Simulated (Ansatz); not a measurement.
In PBEsol in the plane-wave PAW code Ansatz, Tl in the diamond structure (Fd-3m) relaxes to a = 6.875 Å. Tl has 4 nearest neighbours from 2.98 Å (tetrahedral).

Electronic character: metallic (no gap). Gap from PBEsol with spin–orbit coupling: none (metallic).

An equation-of-state fit gives a bulk modulus of 19.4 GPa. The relaxed-ion elastic constants in GPa are C11 = 13.5, C12 = 22.6, C44 = -12.1. The highest mode at Γ lies at 82 cm⁻¹.

The start of the workflow was typed in or built on a structure type; neither database checked (COD, Materials Project) lists it. It is not the phase usual at ambient conditions (space group No. 194). The PBEsol relaxation kept the symmetry of its start. At this level the phase is mechanically unstable. As this level gives no gap, shear constants depend on the k-mesh and smearing (Fermi–Dirac, 0.1 eV here). As this level gives no gap, phonon frequencies hold no LO–TO term and depend on the k-mesh and smearing (Fermi–Dirac, 0.1 eV here). Scalar-relativistic: spin–orbit coupling is off unless named, which matters more the heavier the elements.

Potentials: the later of the program's two PAW sets.
